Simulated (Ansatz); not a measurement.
Relaxed-ion elastic tensor of BP (rock salt, Fm-3m) in GPa (Voigt order), PBEsol (plane waves, PAW; program Ansatz); density 3.52 g/cm³, 9.86 Å³ per atom.

```
 240   137   137   0.0   0.0   0.0
 137   240   137   0.0   0.0   0.0
 137   137   240   0.0   0.0   0.0
 0.0   0.0   0.0  61.2   0.0   0.0
 0.0   0.0   0.0   0.0  61.2   0.0
 0.0   0.0   0.0   0.0   0.0  61.2
```

Problem. Is the crystal mechanically stable?

Solution. Yes: the smallest eigenvalue of C is 61.2 GPa.

Problem. Work out the Voigt, Reuss and Hill averages.

Solution. K_V = 171, K_R = 171, K_H = 171; G_V = 57.4, G_R = 57.0, G_H = 57.2 GPa.

Problem. Give Young's modulus, Poisson's ratio, Pugh's ratio and the universal anisotropy index.

Solution. E = 9KG/(3K + G) = 154 GPa; ν = 0.35; K/G = 3.00 (ductile by the Pugh limit of 1.75); A_U = 5G_V/G_R + K_V/K_R − 6 = 0.03.

Problem. Estimate the sound speeds and the Debye temperature.

Solution. v_l = √((K + 4G/3)/ρ) = 8390 m/s, v_t = √(G/ρ) = 4030 m/s, mean 4530 m/s; Θ = (h/k)(3n/4πV)^(1/3) v_m = 629 K.

Problem. Give the Zener ratio and Young's modulus along [100], [110] and [111].

Solution. A = 2C44/(C11 − C12) = 1.18; 1/E = S11 − 2(S11 − S12 − S44/2)Γ with Γ = 0, 1/4, 1/3 gives 141, 158, 164 GPa.

The start of the workflow was typed in or built on a structure type; neither database checked (COD, Materials Project) lists it. It is not the phase usual at ambient conditions (space group No. 216). The cell was relaxed with PBEsol under the symmetry of its start; of distortions, only those at the zone centre were tested. Its formation energy is positive at this level, so the cell may be metastable or incomplete. As this level gives no gap, shear constants depend on the k-mesh and smearing (Fermi–Dirac, 0.1 eV here).

Potentials: the later of the program's two PAW sets.
